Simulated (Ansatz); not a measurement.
The cell below belongs to a search over invented structures; it isn't taken from experiment.

Input and command of a plane-wave DFT calculation in Ansatz:

```yaml
crystal:
  lattice:
    - [4.0610695774, 0.0, 0.0]
    - [0.0, 4.0610695774, 0.0]
    - [0.0, 0.0, 5.7815497644]
  atoms:
    - { symbol: Si, position: [0.5, 0.0, 0.2245073084] }
    - { symbol: Si, position: [0.0, 0.5, 0.7754926916] }
    - { symbol: Si, position: [0.5, 0.5, 0.0] }
    - { symbol: Sn, position: [0.0, 0.0, 0.5] }
basis:
  ecutwfc: 420
kpoints:
  mp_grid: { grid: [10, 10, 6] }
hamiltonian:
  xc: pbe
scf:
  occupations: { method: gaussian, width: 0.01 }
output:
  forces: true
  stress: true
  eigenvalues: true
  write_density: true
  write_potential: true
  elf: true
  volumetric_format: npy
relax:
  adjacent_minimum: "off"
  f_tol: 0.01
  max_steps: 80
  cell: { stress_tol: 0.05 }
```

```bash
ansatz run input.yaml --threads 1 --pin off --max-ram 2560MiB --backend cpu --events-out ev --progress --plain --runs-dir out
```

Processor: Intel(R) Xeon(R) Processor @ 2.50GHz (Skylake/Cascade Lake), 1 thread, on a host shared with other jobs.

**Question.** How long does it run, and how much memory does it take?

**Answer.** About 2 min, peak memory 0.45 GiB. It solves 17 bands at 84 k points (after reduction by symmetry) with about 1875 plane waves (on the last cell), in 17 SCF iterations over 4 ionic steps.
